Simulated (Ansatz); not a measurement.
Ba2HfS4:
```
Ba2HfS4
1.0
   -2.47310     2.47310     7.90161
    2.47310    -2.47310     7.90161
    2.47310     2.47310    -7.90161
Ba Hf S
2 1 4
Direct
  0.35782   0.35782   0.00000
  0.64218   0.64218   0.00000
  0.00000   0.00000   0.00000
  0.50000   0.00000   0.50000
  0.00000   0.50000   0.50000
  0.83788   0.83788   0.00000
  0.16212   0.16212   0.00000
```

The program Ansatz at the r²SCAN level (PAW) gives a gap of 1.18 eV without spin–orbit coupling, maximum at X, minimum at Γ.

What happens when spin–orbit coupling is switched on?

The gap drops by 0.01 eV, to 1.17 eV; maximum at X, minimum at Γ.

Give the electron effective mass with spin–orbit coupling.

0.18, 0.18, 19 mₑ (principal values).

Give the hole effective mass with spin–orbit coupling.

0.50, 0.93, 5.2 mₑ (principal values).

Space group I4/mmm. The first step of the workflow began from a Materials Project structure, measured or hypothetical; the Crystallography Open Database copy checked does not list it. Its standing as an ambient phase is unchecked. The r²SCAN relaxation kept the symmetry of its start; whether a distortion lowers the energy is not shown. No spin polarisation was allowed.

Potentials: the later of the program's two PAW sets.
